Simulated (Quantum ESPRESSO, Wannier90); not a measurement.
## AgI (P4/nmm): Wannier90 run

```xyz
4
Lattice="4.4714 0.0000 0.0000 0.0000 4.4714 0.0000 0.0000 0.0000 6.6454" Properties=species:S:1:pos:R:3 pbc="T T T"
Ag     0.0000     0.0000     0.0000
Ag     2.2357     2.2357     0.0000
I      0.0000     2.2357    -1.8553
I      2.2357     0.0000     1.8553
```

Materials Project entry mp-567809; symmetrised, unrelaxed at this level. Not found in the COD (Crystallography Open Database) copy used, which has the formula in other groups; not checked further. Computed values, not measurements, from PBEsol: Quantum ESPRESSO (norm-conserving PseudoDojo potentials, cutoff 66 Ry, spinors with spin-orbit coupling) on a Γ-centred 6×6×4 mesh, then Wannier90. Density: 8×8×6 mesh, cold smearing 0.01 Ry. The cell is built of weakly bound layers, chains or molecules, whose nearest atoms lie 4.31 Å apart. Database cells relaxed without dispersion often hold them too far apart, which can enlarge gaps and weakens couplings between them; spacing and stacking were not compared with the measured crystal.

Bands 17-20 form an isolated set from -12.86 to -12.41 eV relative to the valence-band maximum (on the path) and are turned into 4 Wannier functions by minimising the spread from the start: atomic waves I 5s.

Task: Where do the functions sit, how wide are they and what are they made of?

Result: 
```
functions  spread (Å²)  nearest atom, distance (Å)  second atom, distance (Å)  weight on atomic waves
---------  -----------  --------------------------  -------------------------  ----------------------
4                 1.36                      I 0.11                    Ag 2.83    I 5s 92 %, Ag 5s 6 %
```

Ω_I = 5.44 Å², Ω_total = 5.44 Å²; the interpolated bands follow pw.x to 0.0 meV rms on the path. Only this start was tried; a symmetric start can stop on a saddle, and mixtures of these functions could lower the total by at most Ω_total − Ω_I.
